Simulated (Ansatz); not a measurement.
Relaxing a structure of Nb

The start is a relaxed Nb cell displaced along its unstable phonon at q = (½, 0, 0) of its primitive reciprocal cell (140i cm⁻¹), largest move 0.15 Å. The structure is fully relaxed (lattice and positions, P = 0) with r2SCAN (plane waves to 500 eV, PAW, scalar-relativistic; Ansatz, a program for electronic structure). The first steps use a coarse 4×8×12 k-mesh.

Initial structure:
```
Nb
1.0
    9.76431     0.00000     0.00000
   -2.44108     4.22807     0.00000
    0.00000     0.00000     2.66917
Nb
6
Direct
  0.00000   0.00000   0.99057
  0.50000   0.00000   0.00943
  0.16667   0.66667   0.55620
  0.66667   0.66667   0.44380
  0.33333   0.33333   0.44380
  0.83333   0.33333   0.55620
```

```yaml
largest_initial_force: 0.64 eV/Å, on Nb3, Nb4, Nb5, Nb6 (atoms numbered as listed)
energy_released: 0.07 eV/atom
relative_to_the_parent: "It does not go back: it reaches Pmmn (No. 59), 0.11 eV/atom below the parent"
Shortest distances (start → end): "The closest pairs of elements (up to four, under 3.6 Å), start → end: Nb–Nb 2.67 → 2.75 Å"
band_gap_at_the_end: no gap (metallic)
optimiser_moves: 13
```

Relaxed structure:

Space group Pmmn, origin choice 1 (No. 59); a = 4.761 Å, b = 8.331 Å, c = 2.753 Å, α = 90.00°, β = 90.00°, γ = 90.00°

```tsv
atom	site	symmetry	x	y	z
Nb	2a	mm2	0.0000	0.0000	0.9822
Nb	4e	m..	0.0000	0.3295	0.6396
```

Final values are on a 10×6×17 k-mesh of the relaxed cell. No spin polarisation in the result.

The run could not lose the symmetry of its start: the end is stationary, and may be a saddle point rather than a minimum.

The relaxed structure here is a generated cell of Nb: the first start was made by placing the elements on the sites of a structure type, and the end was not matched to a known phase here, so it may be hypothetical. Known forms of Nb include space group No. 229.
